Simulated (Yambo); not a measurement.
```
Cs2LiAlF6
1.0
    6.29790     0.00000     0.00000
   -3.14895     5.45414     0.00000
    0.00000     0.00000     5.10330
Li F Al Cs
1 6 1 2
Cartesian
  0.00000   0.00000   0.00000
  5.03060   0.73167   1.43852
 -1.88166   4.72247   3.66478
  3.14895   3.99080   1.43852
  0.00000   1.46335   3.66478
  1.26729   0.73167   1.43852
  1.88166   4.72247   3.66478
  0.00000   0.00000   2.55165
  0.00000   3.63609   1.16692
  3.14895   1.81805   3.93638
```

Response from Yambo on PBEsol (pw.x of Quantum ESPRESSO, ONCV potentials, no spin-orbit coupling) bands: 3×3×4 mesh, 134 bands, 3 Ry local-field block, 0.2 eV broadening.

Task: Give the static electronic dielectric constant without and with local fields along each axis.

Result: 
| field along | ε(0), independent particles | ε(0), RPA with local fields | refractive index √ε |
|---|---|---|---|
| x | 2.28 | 2.06 | 1.44 |
| z | 2.26 | 2.02 | 1.42 |
Electronic (clamped-ion) response only. PBEsol gaps are usually too small, which raises these values. Convergence of the RPA response with its 3×3×4 mesh was not tested. x, y and z are Cartesian axes of the cell as given.

Geometry of the Materials Project entry, not relaxed at this level.

The structure is a Materials Project entry; no match was found in the copy of COD used, and its stability was not checked.
